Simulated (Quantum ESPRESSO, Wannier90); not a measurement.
ZrN (rock salt): Wannier90 run

```
CELL_PARAMETERS angstrom
      0.00000     2.29427     2.29427
      2.29427     0.00000     2.29427
      2.29427     2.29427     0.00000
ATOMIC_POSITIONS crystal
  Zr 0.50000 0.50000 0.50000
  N  0.00000 0.00000 0.00000
```

Structure: Materials Project mp-1352, symmetrised, not relaxed again. COD (Crystallography Open Database) has an entry of this formula and space group (matched by these alone). Method: PBEsol plane waves in Quantum ESPRESSO 7.5 (PseudoDojo norm-conserving files, 68 Ry, no spin polarisation, no spin-orbit coupling), Bloch states on a 12×12×12 mesh through Γ, Wannier90 4.0.1. Density: 12×12×12 mesh, cold smearing 0.01 Ry.

Base run: 8 functions from bands 6-22 of the 22 computed, start hydrogen-like Zr: d; N: p, frozen window up to 1.50 eV relative to the Fermi level, outer window open. Rows change the key named; with other orbitals the number of functions and the frozen window follow, as listed; window edges are relative to the Fermi level. The misfit compares interpolated bands with pw.x on a high-symmetry path, for states up to 1.0 eV relative to the Fermi level. Converged means that the tolerances were met: symmetric starts can stop on a saddle, which shows as a larger Ω_OD at equal Ω_I and can move the misfit too.

| setting | functions | frozen to (eV) | Ω_I (Å²) | Ω_D (Å²) | Ω_OD (Å²) | rms misfit (meV) | worst (meV) | ended |
|---|---|---|---|---|---|---|---|---|
| base | 8 | 1.50 | 10.35 | 0.00 | 0.29 | 1.8 | 12 | converged |

Problem. Starting from this base row, predict which settings stop with an error, and how Ω_I and the misfit move in the others: only the lowest 10 of the kept bands; only the lowest 12 of the kept bands; only the lowest 14 of the kept bands; dis_mix_ratio = 1.0.

Solution. 
| setting | functions | frozen to (eV) | Ω_I (Å²) | Ω_D (Å²) | Ω_OD (Å²) | rms misfit (meV) | worst (meV) | ended |
|---|---|---|---|---|---|---|---|---|
| only the lowest 10 of the kept bands | 8 | 1.50 | 10.95 | 0.00 | 0.32 | 0.8 | 7.8 | converged |
| only the lowest 12 of the kept bands | 8 | 1.50 | 10.56 | 0.00 | 0.30 | 1.5 | 10 | converged |
| only the lowest 14 of the kept bands | 8 | 1.50 | 10.43 | 0.00 | 0.29 | 1.7 | 12 | converged |
| dis_mix_ratio = 1.0 | 8 | 1.50 | 10.35 | 0.00 | 0.29 | 1.8 | 13 | converged |
